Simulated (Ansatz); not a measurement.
LiF:
```cif
data_F2Li2
_chemical_formula_sum 'Li2 F2'
_space_group_name_H-M_alt 'P63/mmc'
_space_group_IT_number 194
_space_group_name_Hall '-P 6c 2c'
_cell_length_a 3.29583
_cell_length_b 3.29583
_cell_length_c 4.01729
_cell_angle_alpha 90.000
_cell_angle_beta 90.000
_cell_angle_gamma 120.000
loop_
_atom_site_label
_atom_site_type_symbol
_atom_site_symmetry_multiplicity
_atom_site_Wyckoff_symbol
_atom_site_fract_x
_atom_site_fract_y
_atom_site_fract_z
_atom_site_occupancy
Li1 Li 2 d 0.66667 0.33333 0.25000 1
F1 F 2 c 0.33333 0.66667 0.25000 1
```

Relaxed with PBEsol.

Problem. Give the optical modes at the zone centre with their infrared activity from DFPT, the program Ansatz at the PBEsol level (PAW).

Solution. Transverse frequencies, without the LO–TO term; a row sums one degenerate level.

```csv
ω (cm⁻¹),degeneracy,IR ((D/Å)²/amu),activity,symmetry
239,2,0.00,IR-inactive,E2g
258,1,10.16,IR,A2u
344,1,0.00,IR-inactive,B1g
425,2,17.20,IR,E1u
428,1,0.00,IR-inactive,B1g
430,2,0.00,IR-inactive,E2g
```

Problem. How high does the top mode go among those that the LO–TO term moves?

Solution. 657 cm⁻¹ for q along x, 657 cm⁻¹ for q along y, 601 cm⁻¹ for q along z.

Space group P6_3/mmc. The start of the workflow was typed in or built on a structure type; neither database checked (COD, Materials Project) lists it. It is not the phase usual at ambient conditions (space group No. 225). The PBEsol relaxation kept the symmetry of its start; whether a distortion lowers the energy is not shown.

Potentials: the later of the program's two PAW sets.
